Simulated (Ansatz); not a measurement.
BP:
```cif
data_B3P3
_chemical_formula_sum 'B3 P3'
_space_group_name_H-M_alt 'P6222'
_space_group_IT_number 180
_space_group_name_Hall 'P 62 2 (0 0 4)'
_cell_length_a 3.24694
_cell_length_b 3.24694
_cell_length_c 6.92381
_cell_angle_alpha 90.000
_cell_angle_beta 90.000
_cell_angle_gamma 120.000
loop_
_atom_site_label
_atom_site_type_symbol
_atom_site_symmetry_multiplicity
_atom_site_Wyckoff_symbol
_atom_site_fract_x
_atom_site_fract_y
_atom_site_fract_z
_atom_site_occupancy
B1 B 3 d 0.50000 0.00000 0.50000 1
P1 P 3 c 0.50000 0.00000 0.00000 1
```

Relaxed at zero pressure with DFT-PBE+D3(BJ) in the program Ansatz with PAW potentials.

Question: The volume is lowered by 6 % and shape and atoms relax at that volume. What pressure results, and how do the axes share the change?

Answer: 12.7 GPa; a -2.0 %, b -2.0 %, c -2.1 %; the energy rises by 24 meV/atom.

Question: Give the new structure.

Answer: 
Space group P6₂22 (No. 180); a = b = 3.182 Å, c = 6.776 Å, α = β = 90.00°, γ = 120.00°

```
atom  site  symmetry       x       y       z
----  ----  --------  ------  ------  ------
B       3d       222  0.5000  0.0000  0.5000
P       3c       222  0.5000  0.0000  0.0000
```

The phase is kept; no other phase was compared at this pressure.

Space group P6_222. The start of the workflow was typed in or built on a structure type; neither database checked (COD, Materials Project) lists it. It is not the phase usual at ambient conditions (space group No. 216). Symmetry was held in the PBE+D3(BJ) relaxation; its stability against distortions is not shown here.

Potentials: the earlier of the program's two PAW sets.
